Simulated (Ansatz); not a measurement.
Recipe of this trial structure of SiSe3: 6-connected net, bridging atoms on its edges (P6/mmm, No. 191). Lengths were set from tabulated atomic sizes, so they are only a guess.

```cif
data_structure
_symmetry_space_group_name_H-M 'P6/mmm'
_symmetry_Int_Tables_number 191
_cell_length_a 9.5176
_cell_length_b 9.5176
_cell_length_c 4.8846
_cell_angle_alpha 90.000
_cell_angle_beta 90.000
_cell_angle_gamma 120.000
_cell_volume 383.19
loop_
_atom_site_label
_atom_site_type_symbol
_atom_site_symmetry_multiplicity
_atom_site_Wyckoff_symbol
_atom_site_fract_x
_atom_site_fract_y
_atom_site_fract_z
_atom_site_occupancy
Si1 Si 3 f 0.50000 0.00000 0.00000 1
Se1 Se 3 g 0.50000 0.00000 0.50000 1
Se2 Se 6 l 0.50000 0.75000 0.00000 1
```

These are results of DFT PBE, scalar-relativistic, plane waves, PAW (Ansatz), not measurements. Cutoff 420 eV, Gaussian smearing, Γ-centred meshes. Cell and atoms relax first on a coarse mesh and then on a finer one. In between, the cell is made exact in the group found at 0.06 Å. In metals the finer mesh still leaves noise of several meV/atom or more. The steps can't lower the symmetry of their start. No spin polarisation.

A guess keeps its type if space group and coordination stay and the shape of the cell changes little (axis ratios within about 15 %, angles within 6°); the volume may change.

Question: Does it keep its structure type, or change into something else?

Answer: It keeps its type. The symmetry stays P6/mmm (No. 191). The volume per atom grows by 18.0 %, from 31.9 to 37.7 Å³. The shortest distance goes from 2.38 Å (Si–Se and Se–Se) to 2.45 Å (Si–Se). The ratio c/a of the conventional cell changes by a factor of 0.92. Counting neighbours within 15 % of an atom's shortest distance, the start has Se 2/4, Si 6 and the end Se 2/4, Si 6.

Energies over the elements count from the elements' standard structures at the same level, with no fitted energy shifts.

Question: At what energy does it end?

Answer: +0.53 eV/atom. The separate elements lie lower, so it is unstable against them.

The last run used a 6×6×8 mesh (in the run's order of axes) for its 12-atom cell and Gaussian smearing of 0.10 eV. The cell is a metal run without spin; a magnetic state may lie lower. The reference form of Se is held partly by dispersion forces, which this level lacks. Symmetry constrained the relaxation, so the result can be a saddle point.

In counts of neighbours, a slash parts the counts of unlike sites.
